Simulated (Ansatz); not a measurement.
Values for one crystal, relaxed and computed with plane-wave PAW LDA (Ansatz code); other levels are named.

```yaml
volume_per_atom: 22.71 Å³
band_gap: 1.09 eV (smallest direct gap 1.09 eV)
hill_bulk_and_shear_moduli: 37.7 and 20.9 GPa
Elastic constants (relaxed ions, GPa): C11 = 45.2, C22 = 104, C33 = 68.3, C12 = 22.2, C13 = 18.5, C23 = 33.6, C44 = 35.6, C55 = 18.8, C66 = 11.4
mechanical_stability: stable (all eigenvalues of C positive)
Young's modulus: 52.8 GPa
zone_centre_stability: no imaginary mode at Γ
```

Question: Which of these materials gives this?
A) BaHfO3, cubic perovskite
B) Sb2S3, Pnma (Pearson symbol oP20)
C) SrO, rock salt
D) ZnSiP2, chalcopyrite

Answer: B, Sb2S3, Pnma (Pearson symbol oP20)

Symmetry was held in the LDA relaxation. A crystal of weakly bound chains computed without a dispersion correction: the cell and the soft elastic constants depend strongly on that. Scalar-relativistic: spin–orbit coupling is off unless named, which matters more the heavier the elements.

Potentials: the later of the program's two PAW sets.
